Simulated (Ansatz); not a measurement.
# One input, then a changed one: Ni (fcc type)

First run: DFT, PBE, PAW with Ansatz's default frozen-core files, scalar-relativistic (Ansatz 0.2.0).

Command: `ansatz run input.yaml --threads 3 --pin off --max-ram 9216MiB --backend cpu --events-out ev --progress --plain --runs-dir out`

```yaml
crystal:
  lattice:
    - [0.0, 1.7597012234, 1.7597012234]
    - [1.7597012234, 0.0, 1.7597012234]
    - [1.7597012234, 1.7597012234, 0.0]
  atoms:
    - { symbol: Ni, position: [0.0, 0.0, 0.0], spin: 1.0 }
magnetization:
  spin_polarized: true
kpoints:
  mp_grid: { grid: [21, 21, 21] }
scf:
  occupations: { method: fermi_dirac, width: 0.1 }
hamiltonian:
  xc: pbe
  pseudopotentials: { kind: paw }
output:
  forces: true
  stress: true
relax:
  f_tol: 0.005
  max_steps: 40
  cell: {}
```

The start is a guessed cell.

This run: bulk cell relaxed.

It converges in 28 SCF iterations over all geometries at a pressure of 0.00 GPa, cell moment 0.62 μB, ending at 10.91 Å³/atom, cutoff 420 eV.

A second run of a changed input logged this at its end:

```
Error: inconsistent input (scf.n_extra_bands): n_bands = 9 cannot host the net starting moment |Σ_I m_I| = 1.0000 μB: with N_el = 18 the majority spin channel must hold (N_el + |M|)/2 = 9.5000 electrons at no more than one per band — at least 10 bands (9 bands cap the reachable moment at 2·n_bands − N_el = 0.0000 μB); raise scf.n_extra_bands until at least 10 bands are solved (omitted, it auto-derives to 14)
```

Problem. What was wrong with the input?

Solution. The fault: too few bands, by this change (others could give a like log):
```diff
 scf:
-  occupations: { method: fermi_dirac, width: 0.1 }
+  occupations: { method: fermi_dirac, width: 0.3 }
+  n_extra_bands: 0
+  max_iter: 100
 hamiltonian:
```
